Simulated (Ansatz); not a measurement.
CsSnI$_{3}$:
```yaml
crystal:
  lattice:
    - [8.68958, 0.00000, 0.00000]
    - [0.00000, 8.68958, 0.00000]
    - [0.00000, 0.00000, 6.28613]
  atoms:
    - { symbol: Cs, position: [0.00000, 0.50000, 0.00000] }
    - { symbol: Cs, position: [0.50000, 0.00000, 0.00000] }
    - { symbol: Sn, position: [0.50000, 0.50000, 0.50000] }
    - { symbol: Sn, position: [0.00000, 0.00000, 0.50000] }
    - { symbol: I, position: [0.79977, 0.70023, 0.50000] }
    - { symbol: I, position: [0.20023, 0.29977, 0.50000] }
    - { symbol: I, position: [0.29977, 0.79977, 0.50000] }
    - { symbol: I, position: [0.70023, 0.20023, 0.50000] }
    - { symbol: I, position: [0.50000, 0.50000, 0.00000] }
    - { symbol: I, position: [0.00000, 0.00000, 0.00000] }
```

Plane-wave PAW r²SCAN (Ansatz code) gives a gap of 0.61 eV without spin–orbit coupling, maximum at Z, minimum at Z.

Q: What happens when spin–orbit coupling is switched on?

A: The gap falls by 0.26 eV, to 0.35 eV; maximum at Z, minimum at Z.

Space group P4/mbm. The workflow started from a Materials Project entry (that database holds measured and hypothetical structures alike); the Crystallography Open Database files this formula in space group No. 127, but the cells were not matched. It is not the phase usual at ambient conditions (space group No. 62). Symmetry was held in the r²SCAN relaxation; whether a distortion lowers the energy is not shown.

Potentials: the later of the program's two PAW sets.
